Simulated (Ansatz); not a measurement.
Sn4Ir:
```yaml
crystal:
  lattice:
    - [3.16024, -5.71479, 0.00000]
    - [3.16024, 5.71479, 0.00000]
    - [0.00000, 0.00000, 6.30078]
  atoms:
    - { symbol: Sn, position: [0.04613, 0.29973, 0.67326] }
    - { symbol: Sn, position: [0.95387, 0.70027, 0.67326] }
    - { symbol: Sn, position: [0.29973, 0.04613, 0.32674] }
    - { symbol: Sn, position: [0.70027, 0.95387, 0.32674] }
    - { symbol: Sn, position: [0.45387, 0.20027, 0.82674] }
    - { symbol: Sn, position: [0.54613, 0.79973, 0.82674] }
    - { symbol: Sn, position: [0.20027, 0.45387, 0.17326] }
    - { symbol: Sn, position: [0.79973, 0.54613, 0.17326] }
    - { symbol: Ir, position: [0.50000, 0.50000, 0.50000] }
    - { symbol: Ir, position: [0.00000, 0.00000, 0.00000] }
```

Relaxed with PBEsol. Special points in fractions of this cell's reciprocal vectors: Γ (0.000, 0.000, 0.000); Y (-0.500, 0.500, 0.000); C0 (-0.326, 0.674, 0.000); Σ0 (0.326, 0.326, 0.000); Z (0.000, 0.000, 0.500); A0 (0.326, 0.326, 0.500); E0 (-0.326, 0.674, 0.500); T (-0.500, 0.500, 0.500); S (0.000, 0.500, 0.000); R (0.000, 0.500, 0.500).

Task: List the band energies nearest the Fermi level at these points for DFT-PBEsol in the program Ansatz with PAW potentials.

Result: In eV from the Fermi level; about four levels below and three above (degenerate sets whole), none deeper than 8.9 eV; points with the same levels are listed once.

```csv
k,below,above
Γ,-1.85 -1.83 -1.68 -1.58,0.15 0.48 0.48
Y,-1.69 -1.38 -1.20 -0.14,0.09 0.51 1.69
C0,-1.41 -1.29 -0.39 -0.28,0.25 0.56 0.61
Z,-1.29 -1.29 -0.44 -0.44,3.21 3.21 3.23 3.23
A0,-1.28 -1.28 -0.46 -0.46,0.39 0.39 1.10 1.10
T,-0.44 -0.44 -0.13 -0.13,0.44 0.44 0.65 0.65
S,-0.89 -0.89 -0.32 -0.32,1.83 1.83 2.11 2.11
R,-0.78 -0.78 -0.17 -0.17,1.28 1.28 1.75 1.75
```

Space group Ccce. The workflow started from a Materials Project entry (that database holds measured and hypothetical structures alike); the Crystallography Open Database copy checked does not list it. COD files the formula under space group No. 142. Whether it is the stable phase at ambient conditions was not checked. The PBEsol relaxation kept the symmetry of its start; its stability against distortions is not shown here. The run is not spin-polarised. Scalar-relativistic: spin–orbit coupling is off unless named, which matters more the heavier the elements.

Potentials: the later of the program's two PAW sets.
